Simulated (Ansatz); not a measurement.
ZrHg:
```xyz
2
Lattice="3.1398 0.0000 0.0000 0.0000 3.1398 0.0000 0.0000 0.0000 4.2915" Properties=species:S:1:pos:R:3 pbc="T T T"
Zr     1.5699     1.5699     2.1457
Hg     0.0000     0.0000     0.0000
```

Relaxed with r²SCAN. Special points in fractions of this cell's reciprocal vectors: Γ (0.000, 0.000, 0.000); X (0.000, 0.500, 0.000); M (0.500, 0.500, 0.000); Z (0.000, 0.000, 0.500); R (0.000, 0.500, 0.500); A (0.500, 0.500, 0.500).

List the band energies nearest the Fermi level at these points for r²SCAN (plane waves, PAW; program Ansatz).

In eV from the Fermi level; about four levels below and three above (degenerate sets whole), none deeper than 8.9 eV; points with the same levels are listed once.

| k | below | above |
|---|---|---|
| Γ | -7.42 -7.42 -7.00 -0.94 -0.61 | 1.27 3.51 3.51 |
| X | -3.86 -3.72 -1.50 -0.55 | 2.04 3.31 6.30 |
| M | -8.29 -8.29 -7.87 -6.39 -2.95 | 0.52 0.52 1.68 1.68 |
| Z | -6.98 -6.66 -4.68 -1.26 | 1.27 2.17 2.17 |
| R | -4.40 -1.41 -0.52 -0.26 | 2.76 3.24 3.58 |
| A | -6.39 -2.76 -2.10 -2.10 | 0.05 2.96 5.98 |

Space group P4/mmm (L1₀ or tetragonal B2). The first step of the workflow began from a Materials Project structure, measured or hypothetical; the Crystallography Open Database files this formula in space group No. 123, but the cells were not matched. Its standing as an ambient phase is unchecked. The r²SCAN relaxation kept the symmetry of its start; its stability against distortions is not shown here. The run is not spin-polarised. Spin–orbit coupling is left out wherever it is not named.

Potentials: the later of the program's two PAW sets.
